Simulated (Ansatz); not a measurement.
SnO2:
```
SnO2
1.0
    4.75989     0.00000     0.00000
    0.00000     4.75989     0.00000
    0.00000     0.00000     3.20084
Sn O
2 4
Direct
  0.00000   0.00000   0.00000
  0.50000   0.50000   0.50000
  0.30591   0.30591   0.00000
  0.80591   0.19409   0.50000
  0.19409   0.80591   0.50000
  0.69409   0.69409   0.00000
```

Relaxed with r²SCAN. Special points in fractions of this cell's reciprocal vectors: Γ (0.000, 0.000, 0.000); X (0.000, 0.500, 0.000); M (0.500, 0.500, 0.000); Z (0.000, 0.000, 0.500); R (0.000, 0.500, 0.500); A (0.500, 0.500, 0.500).

Problem. List the band energies nearest the valence-band maximum at these points for plane-wave PAW r²SCAN (Ansatz code).

Solution. In eV from the valence-band maximum; about four levels below and three above (degenerate sets whole), none deeper than 8.9 eV; points with the same levels are listed once.

```
k                         below                  above
-  ----------------------------  ---------------------
Γ  -1.20 -1.20 -0.77 -0.77 0.00    1.77 6.82 7.05 7.05
X       -1.16 -1.16 -0.62 -0.62    4.99 4.99 7.81 7.81
M       -1.28 -1.28 -0.92 -0.92    5.43 5.43 8.21 8.21
Z       -1.66 -1.66 -1.26 -1.26  6.86 6.86 10.53 10.53
R       -1.10 -1.10 -0.68 -0.68    7.13 7.13 8.84 8.84
A       -0.95 -0.95 -0.85 -0.85    5.51 5.51 9.65 9.65
```

Space group P4_2/mnm (rutile). Symmetry was held in the r²SCAN relaxation; of distortions, only those at the zone centre were tested. Scalar-relativistic: spin–orbit coupling is off unless named, which matters more the heavier the elements.

Potentials: the later of the program's two PAW sets.
